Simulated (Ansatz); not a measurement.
## C, diamond: geometry optimisation

Computed with Ansatz, DFT, BLYP, plane waves (420 eV) with PAW, scalar-relativistic. The PAW files were generated under PBE, with cores re-solved for the functional.

k-point mesh 8×8×8, Fermi-Dirac smearing 0.05 eV, no spin polarisation. Cell and atoms relax.

Starting structure:

```yaml
crystal:
  lattice:
    - [0.0, 1.7834, 1.7834]
    - [1.7834, 0.0, 1.7834]
    - [1.7834, 1.7834, 0.0]
  atoms:
    - { symbol: C, position: [0.5, 0.5, 0.5] }
    - { symbol: C, position: [0.75, 0.75, 0.75] }
hamiltonian:
  xc: blyp
  pseudopotentials:
    kind: paw
    azcp:
      C: "pseudopotentials/C.paw.azcp"
basis:
  ecutwfc: 420
  fft_grid_basis: typed
kpoints:
  mp_grid: { grid: [8, 8, 8], shift: [0, 0, 0] }
magnetization:
  spin_polarized: false
scf:
  occupations: { method: fermi_dirac, width: 0.05 }
relax:
  max_steps: 60
  f_tol: 0.01
  cell: {}
```

What cell does the relaxation end in?

Fd-3m with a = 3.597 Å; 5.82 Å³ per atom against 5.67 at the start (2.6 %).

How much energy does the relaxation gain?

4.9 meV per atom.
